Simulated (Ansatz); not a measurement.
Values for one crystal, relaxed and computed with plane-wave PAW r²SCAN (Ansatz code); other levels are named.

- Volume per atom: 17.20 Å³
- Electronic character: metallic (no gap)
- Density of states at the Fermi level: 0.27 states/eV per atom (mean over ±0.08 eV)
- Gap with spin–orbit coupling: none (metallic)
- Bulk modulus (Birch–Murnaghan fit): 196 GPa
- Formation energy from the elements (no fitted shifts): -0.17 eV/atom
- Pressure derivative B′: 5.1

### Question
Which compound is it?
A) In2Au, fluorite or antifluorite type
B) NbAu2, P6/mmm (Au on 2d, Nb on 1a)
C) YAu, Cmcm (Y on 4c, Au on 4c)
D) CaCu5, P6/mmm (Ca on 1a, Cu on 2c, Cu on 3g)

### Answer
B, NbAu2, P6/mmm (Au on 2d, Nb on 1a)

The workflow started from an entry of the Crystallography Open Database (COD). Its standing as an ambient phase is unchecked. Symmetry was held in the r²SCAN relaxation; its stability against distortions is not shown here. No spin polarisation was allowed. The references are the lowest solids computed at this level, not always the standard phases. Spin–orbit coupling is left out wherever it is not named.

Potentials: the later of the program's two PAW sets.
